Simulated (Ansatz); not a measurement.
## 4 guesses for CaDyAs3 and where they end

These are results of Ansatz, DFT PBE, scalar-relativistic, plane waves, PAW, and for the lanthanide a 4f-in-core norm-conserving potential, not measurements. Settings: cutoff 630 eV, Γ-centred meshes spaced at most about 0.3 Å⁻¹, and about 0.25 Å⁻¹ or finer for metals (2π included), Gaussian smearing. No spin polarisation in the final relaxations.

Each guess was relaxed in cell and atoms at zero pressure, within the symmetry of its start. All energies are static (0 K, no zero-point motion). Coordination counts As atoms around Ca and Dy (those within 1.25 times the shortest such distance or 1.15 times the sum of covalent radii, 1.27 where that leaves under three; a plus sign parts nearer from farther groups; the shortest distance is added where it exceeds 1.18 times the sum of covalent radii).

```
guess    made from  start group  V start (Å³/atom)                 end group  V end (Å³/atom)  coordination at the end  gap on mesh (eV)  E over the lowest end (meV/atom)
    1  random cell        P-6m2               26.3                     P-6m2             41.0               Ca 3, Dy 2                 0                               652
    2  random cell         P4mm               23.5                      P4mm             32.1             Ca 2+4, Dy 4                 0                                 0
    3  ScRu3C type        Pm-3m               22.8                         ?                ?                        ?                 ?                                 ?
    4  Yb3PbO type        Pm-3m               24.2  Pm-3m (cubic perovskite)             27.8              Ca 6, Dy 12                 0                               614
```

Guess 3 as it starts:

```
Ca Dy As
1.0
     4.84847    0.00000    0.00000
     0.00000    4.84847    0.00000
     0.00000    0.00000    4.84847
Ca Dy As
1 1 3
Direct
  0.00000 0.00000 0.00000
  0.50000 0.50000 0.50000
  0.00000 0.50000 0.50000
  0.50000 0.00000 0.50000
  0.50000 0.50000 0.00000
```

Question: Predict the end of this guess and its energy over the lowest end.

Answer: It ends in the cubic perovskite type, space group Pm-3m (No. 221), with a = 5.364 Å, 30.9 Å³/atom and no gap. It lies 195 meV/atom over the lowest end, above guess 2 and below guess 4. Counting As atoms around Ca and Dy, this end has Ca 12 from 3.8 Å, Dy 6 and the lowest (guess 2) has Ca 2+4, Dy 4.

```cif
data_structure
_symmetry_space_group_name_H-M 'Pm-3m'
_symmetry_Int_Tables_number 221
_cell_length_a 5.3637
_cell_length_b 5.3637
_cell_length_c 5.3637
_cell_angle_alpha 90.000
_cell_angle_beta 90.000
_cell_angle_gamma 90.000
_cell_volume 154.31
loop_
_atom_site_label
_atom_site_type_symbol
_atom_site_symmetry_multiplicity
_atom_site_Wyckoff_symbol
_atom_site_fract_x
_atom_site_fract_y
_atom_site_fract_z
_atom_site_occupancy
Ca1 Ca 1 a 0.00000 0.00000 0.00000 1
Dy1 Dy 1 b 0.50000 0.50000 0.50000 1
As1 As 3 c 0.00000 0.50000 0.50000 1
```

Energies over the elements count from the elements' standard structures at the same level, with no fitted energy shifts.

Question: Is the lowest end bound against the elements?

Answer: Yes: its formation energy is −0.45 eV/atom. Whether it is stable depends on the other phases of the system, which aren't compared here.

The reference form of As is held partly by dispersion forces, which this level lacks. Cells relaxed within their symmetry can be saddle points. A lower structure may well exist outside this small set. Some structure types and database cells were kept out of the candidates from the start, so a known form may be missing.

The lanthanide is trivalent by construction, without f bands, f moments or other valences. The reference runs of the other elements, and any phases without the lanthanide, used 420 eV, which shifts energies against them by under 10 meV/atom. The lanthanide's reference is the lowest of its hcp, dhcp and fcc cells.
